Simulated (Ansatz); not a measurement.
Be₂C:
```xyz
3
Lattice="0.0000 2.1642 2.1642 2.1642 0.0000 2.1642 2.1642 2.1642 0.0000" Properties=species:S:1:pos:R:3 pbc="T T T"
Be     1.0821     1.0821     1.0821
Be     3.2463     3.2463     3.2463
C      0.0000     0.0000     0.0000
```

Relaxed with PBE.

Q: Map the valence electron density (e/Å³), cut off at 0.8 on the plane through (0.250, 0.250, 0.250) spanned by u = [1, 0, 0] and v = [-1, 1, 1] in lattice vectors, from DFT-PBE in the program Ansatz with PAW potentials.

A: x is the fraction of u, y of v (the angle between them is 90°; rows are the nearest grid lines); atoms in the plane: Be at (0.00, 0.00), Be at (0.00, 0.50), C at (0.50, 0.75).
```
y \ x   0.000  0.0625  0.188  0.250  0.375  0.438  0.562  0.625  0.750  0.812  0.938   1.00
------  -----  ------  -----  -----  -----  -----  -----  -----  -----  -----  -----  -----
1.00    0.054   0.098  0.266  0.303  0.337  0.350  0.350  0.337  0.303  0.266  0.098  0.054
0.909   0.193   0.232  0.424  0.528  0.793  0.800  0.800  0.793  0.528  0.424  0.232  0.193
0.864   0.259   0.289  0.489  0.654  0.800  0.800  0.800  0.800  0.654  0.489  0.289  0.259
0.773   0.282   0.310  0.556  0.800  0.800  0.800  0.800  0.800  0.800  0.556  0.310  0.282
0.682   0.280   0.307  0.533  0.768  0.800  0.800  0.800  0.800  0.768  0.532  0.307  0.280
0.636   0.259   0.289  0.489  0.654  0.800  0.800  0.800  0.800  0.654  0.489  0.289  0.259
0.545   0.100   0.147  0.342  0.407  0.517  0.563  0.563  0.517  0.407  0.342  0.147  0.100
0.455   0.100   0.126  0.219  0.228  0.222  0.220  0.220  0.222  0.228  0.219  0.126  0.100
0.364   0.259   0.250  0.192  0.159  0.112  0.100  0.100  0.112  0.159  0.192  0.250  0.259
0.318   0.280   0.266  0.187  0.146  0.090  0.077  0.077  0.090  0.146  0.187  0.266  0.280
0.227   0.282   0.268  0.185  0.140  0.081  0.067  0.067  0.081  0.140  0.185  0.268  0.282
0.136   0.259   0.250  0.192  0.159  0.112  0.100  0.100  0.112  0.159  0.192  0.250  0.259
0.0909  0.193   0.198  0.200  0.184  0.152  0.143  0.143  0.152  0.184  0.200  0.198  0.193
0.000   0.054   0.098  0.266  0.303  0.337  0.350  0.350  0.337  0.303  0.266  0.098  0.054
```

The density is the valence pseudo-density with augmentation charge, so density and ELF within about 1 Å of a nucleus are not all-electron values.

Space group Fm-3m (fluorite or antifluorite type). Symmetry was held in the PBE relaxation; phonons on a q-mesh show no instability.

Potentials: the later of the program's two PAW sets.
